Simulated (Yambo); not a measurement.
Material: LuAgO$_{2}$ (space group R-3m, No. 166) under isotropic strain of -1.5 % on all lattice vectors; a = b = c = 6.369 Å, α = β = γ = 30.37° (4 atoms in the cell). The PBEsol cell relaxed from Materials Project entry mp-1018025 was given an isotropic strain of -1.5 % on all lattice vectors, and the atoms were relaxed again.

With PBEsol (Quantum ESPRESSO, PseudoDojo norm-conserving, 100 Ry, without SOC), the gap between the mesh's edge points (L → Γ) is 2.290 eV.

Task: Estimate the G0W0 gap between the same points from Yambo (4×4×4 Γ-centred k mesh, bands 6 to 128 and a 8 Ry block in the screening, 128 bands in G with the Bruneval-Gonze terminator, plasmon pole fitted at 27.2 eV).

Result: The correction is 1.107 eV, giving 3.396 eV, 1.5 times the PBEsol value. Among the k points computed, the smallest G0W0 gap is 3.00 eV, Γ → Γ. Convergence of the G0W0 settings was not tested. Spin-orbit splittings are left out. The 4f states are in the valence at their DFT position.

The structure is a Materials Project entry; no match was found in the copy of COD used, and its stability was not checked.
